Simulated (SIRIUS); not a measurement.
A self-consistent single point of TiO2 (C2/c, 6 atoms in the cell; from Materials Project mp-34688, changed as shown).

```
TiO2
1.0
    2.69731    -2.69792     0.00000
    2.69731     2.69792     0.00000
   -2.62503     0.00000     4.78116
Ti O
2 4
Direct
  0.13411   0.86589   0.25000
  0.86589   0.13411   0.75000
  0.33122   0.08876   0.66715
  0.66878   0.91124   0.33285
  0.91124   0.66878   0.83285
  0.08876   0.33122   0.16715
```

Computed with LDA (PW92), PseudoDojo 0.4 standard norm-conserving LDA (tails mended) pseudopotentials (plane waves; SIRIUS).

SIRIUS settings:

- parameters.ngridk: 5 5 3
- parameters.xc_functionals: [XC_LDA_X, XC_LDA_C_PW]
- parameters.gk_cutoff: 9.165 1/bohr
- parameters.pw_cutoff: 18.331 1/bohr
- parameters.smearing: gaussian
- parameters.smearing_width: 0.000734986 Ha
- potentials: PseudoDojo 0.4 standard norm-conserving LDA (tails mended) pseudopotentials
- parameters.electronic_structure_method: pseudopotential
- parameters.num_bands: 29
- parameters.num_mag_dims: 0
- parameters.num_dft_iter: 100
- parameters.energy_tol: 1e-07 Ha
- parameters.density_tol: 1e-06
- mixer.type: anderson
- mixer.beta: 0.7
- mixer.use_hartree: true

Results:

| Quantity | Result |
|---|---|
| Number of valence electrons | 48 |
| Number of bands | 29 |
| Number of k-points after the program's reduction | 24 |
| Number of plane waves (most at a k-point) | 6123 |
| Number of SCF iterations | 25 |
| FFT grid | 45 × 45 × 64 |
| Free energy E − TS | -5036.7192 eV |
| Pressure | -11.44 GPa |
| Largest force (vector length) | 0.314 eV/Å |

Forces (eV/Å):
| atom | Fx | Fy | Fz |
|---|---|---|---|
| Ti1 | 0.000 | 0.065 | 0.000 |
| Ti2 | 0.000 | -0.065 | 0.000 |
| O3 | 0.013 | -0.047 | -0.310 |
| O4 | -0.013 | 0.047 | 0.310 |
| O5 | -0.013 | -0.047 | 0.310 |
| O6 | 0.013 | 0.047 | -0.310 |

Stress (GPa, positive for compression):
```
-11.51    0.00   -0.40
  0.00  -11.54    0.00
 -0.40    0.00  -11.26
```

For comparison: a first run was changed to give this one (volume scaled by 1.06), and from it to this one the free energy goes up by 22.3 meV/atom, the pressure goes from 1.09 to -11.44 GPa and the largest force goes from 0.136 to 0.314 eV/Å.

The structure comes from a collection of computed structures, made at another level of theory; the collection holds predicted forms beside known ones. Its lattice was then scaled.

Cost on one core: roughly 4 core-minutes.

“Tails mended”: in these copies of the files the far tail of each local potential was reset to the Coulomb form.
